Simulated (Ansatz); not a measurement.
## Is this Sn2PbO3 structure a true minimum?

The structure comes from a generated guess, relaxed at this level; another structure or a mixture of phases may lie lower.

All numbers below come from DFT PBE, scalar-relativistic, plane waves, PAW in Ansatz 0.2.0. Settings: cutoff 420 eV, Γ-centred mesh 8×8×2 on the computed 12-atom cell, Gaussian smearing of 0.02 eV; no spin polarisation.

The cell below (12 atoms, space group P4/nmm (No. 129)) is relaxed within its symmetry.

```yaml
crystal:
  lattice:
    - [3.92384, 0.00000, 0.00000]
    - [0.00000, 3.92384, 0.00000]
    - [0.00000, 0.00000, 15.90308]
  atoms:
    - { symbol: Sn, position: [0.00000, 0.50000, 0.07191] }
    - { symbol: Sn, position: [0.00000, 0.50000, 0.41244] }
    - { symbol: Sn, position: [0.50000, 0.00000, 0.92809] }
    - { symbol: Sn, position: [0.50000, 0.00000, 0.58756] }
    - { symbol: Pb, position: [0.00000, 0.50000, 0.73730] }
    - { symbol: Pb, position: [0.50000, 0.00000, 0.26270] }
    - { symbol: O, position: [0.00000, 0.00000, 0.65889] }
    - { symbol: O, position: [0.00000, 0.00000, 0.00000] }
    - { symbol: O, position: [0.00000, 0.00000, 0.34111] }
    - { symbol: O, position: [0.50000, 0.50000, 0.65889] }
    - { symbol: O, position: [0.50000, 0.50000, 0.00000] }
    - { symbol: O, position: [0.50000, 0.50000, 0.34111] }
```

For the test it was strained at random (σ = 1.5 % a component), the atoms were moved at random (σ = 0.05 Å), and all was relaxed again on a coarse 4×4×1 mesh (in the run’s order of axes) with 0.10 eV smearing, with no symmetry imposed.

Weakly bound directions are ill-defined at this level, which has no dispersion term. These runs have no spin–orbit coupling, which can matter for Pb.

Question: Does it come back?

Answer: It returns, within 1 meV/atom of the unmoved cell on that mesh and with the same symmetry when read at 0.1 Å (Pm at 0.01 Å, so small strains and shifts remain). No instability shows in this cell; modes of other wave vectors, which need another repeat, aren't tested.
